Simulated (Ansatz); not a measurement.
Bi2Te3:
Space group R-3m, hexagonal axes (No. 166); a = 4.402 Å, b = 4.402 Å, c = 31.602 Å, α = 90.00°, β = 90.00°, γ = 120.00°

```csv
atom,site,symmetry,x,y,z
Bi,6c,3m,0.0000,0.0000,0.3980
Te,6c,3m,0.0000,0.0000,0.2146
Te,3a,-3m,0.0000,0.0000,0.0000
```
(The calculation used a cell of 5 atoms; values per cell refer to that cell.)

Relaxed with r²SCAN+D4. r²SCAN+D4 in the plane-wave PAW code Ansatz gives a gap of 0.74 eV.

Task: What gap does HSE06 give on the same cell (Ansatz, PAW)?

Result: 0.89 eV, 0.15 eV more. The hybrid was solved on a coarser mesh and at special points; its gap is the smallest among all of these.

```
k   v1 r²SCAN+D4  c1 r²SCAN+D4  v1 HSE06  c1 HSE06
--  ------------  ------------  --------  --------
Γ           0.00          0.74      0.00      0.89
T          -0.26          0.98     -0.29      1.16
L          -0.56          1.05         ?         ?
F          -1.02          1.45         ?         ?
S0         -0.64          1.62         ?         ?
H0         -0.68          1.67         ?         ?
```

Task: Top valence (v1) and lowest conduction level (c1) in eV from each method's valence maximum (which need not be a listed point): supply the withheld HSE06 values.

Result: 
- H0, v1 HSE06: -0.71
- H0, c1 HSE06: 1.89
- S0, v1 HSE06: -0.66
- S0, c1 HSE06: 1.85
- L, v1 HSE06: -0.58
- L, c1 HSE06: 1.23
- F, v1 HSE06: -1.08
- F, c1 HSE06: 1.67

Cost on shared cores: the r²SCAN+D4 run (SCF on a 7×7×7 mesh, then bands and DOS) around 2.7 core-minutes (rough), the HSE06 run (SCF on 4×4×4, then a few points) about 4 core-minutes (a rough figure); the tasks are unlike.

The r²SCAN+D4 relaxation kept the symmetry of its start. Scalar-relativistic: spin–orbit coupling is off unless named, which matters more the heavier the elements.

Potentials: the earlier of the program's two PAW sets.
